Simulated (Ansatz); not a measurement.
MgO:
```cif
data_MgO
_chemical_formula_sum 'Mg1 O1'
_space_group_name_H-M_alt 'P 1'
_space_group_IT_number 1
_cell_length_a 2.94201
_cell_length_b 2.94201
_cell_length_c 2.94201
_cell_angle_alpha 60.000
_cell_angle_beta 60.000
_cell_angle_gamma 60.000
loop_
_space_group_symop_operation_xyz
  'x, y, z'
loop_
_atom_site_label
_atom_site_type_symbol
_atom_site_fract_x
_atom_site_fract_y
_atom_site_fract_z
_atom_site_occupancy
Mg1 Mg 0.00000 0.00000 0.00000 1
O1 O 0.50000 0.50000 0.50000 1
```

Relaxed with LDA.

Task: Give the optical modes at the zone centre with their infrared and Raman activity from DFPT, LDA in the plane-wave PAW code Ansatz.

Result: Transverse frequencies, without the LO–TO term; a row sums one degenerate level.

| ω (cm⁻¹) | degeneracy | IR ((D/Å)²/amu) | Raman (Å⁴/amu) | activity | symmetry |
|---|---|---|---|---|---|
| 407 | 3 | 27.79 | 0 | IR | T1u |

Task: How high does the top mode go among those that the LO–TO term moves?

Result: 714 cm⁻¹ for q along x.

Space group Fm-3m (rock salt). The cell was relaxed with LDA under the symmetry of its start.

Potentials: the earlier of the program's two PAW sets. The files were generated under PBE; for other functionals the program regenerates the frozen cores, and for LDA and PBEsol the local potential too.
